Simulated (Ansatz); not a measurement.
Ni (fcc (Cu type)), relaxed and computed with several functionals in Ansatz (plane waves, PAW).

```json
[
 {"functional": "PBEsol", "a (Å)": "___", "spin order, net moment (μB/atom)": "___"},
 {"functional": "LDA", "a (Å)": "3.424", "spin order, net moment (μB/atom)": "ferromagnetic; net 0.61"},
 {"functional": "PBE", "a (Å)": "3.519", "spin order, net moment (μB/atom)": "ferromagnetic; net 0.64"},
 {"functional": "r²SCAN+D4", "a (Å)": "3.470", "spin order, net moment (μB/atom)": "ferromagnetic; net 0.75"},
 {"functional": "PBE+D3(BJ)", "a (Å)": "3.479", "spin order, net moment (μB/atom)": "ferromagnetic; net 0.63"},
 {"functional": "r²SCAN", "a (Å)": "3.480", "spin order, net moment (μB/atom)": "ferromagnetic; net 0.75"}
]
```

### Question
Fill in the missing entries.

### Answer

- PBEsol, a (Å): 3.464
- PBEsol, spin order, net moment (μB/atom): ferromagnetic; net 0.63

Spin orders computed, not proven ground states: Ni, fcc (Cu type) with PBEsol ferromagnetic; Ni, fcc (Cu type) with LDA ferromagnetic; Ni, fcc (Cu type) with PBE ferromagnetic; Ni, fcc (Cu type) with r²SCAN+D4 ferromagnetic; Ni, fcc (Cu type) with PBE+D3(BJ) ferromagnetic; Ni, fcc (Cu type) with r²SCAN ferromagnetic. All cells were relaxed under the symmetry of their starts (and spin orders); stability against distortions was not tested throughout.

Potentials: the earlier of the program's two PAW sets. The files were generated under PBE; for other functionals the program regenerates the frozen cores, and for LDA and PBEsol the local potential too.

Ansatz (a first-principles code) is a plane-wave DFT program.
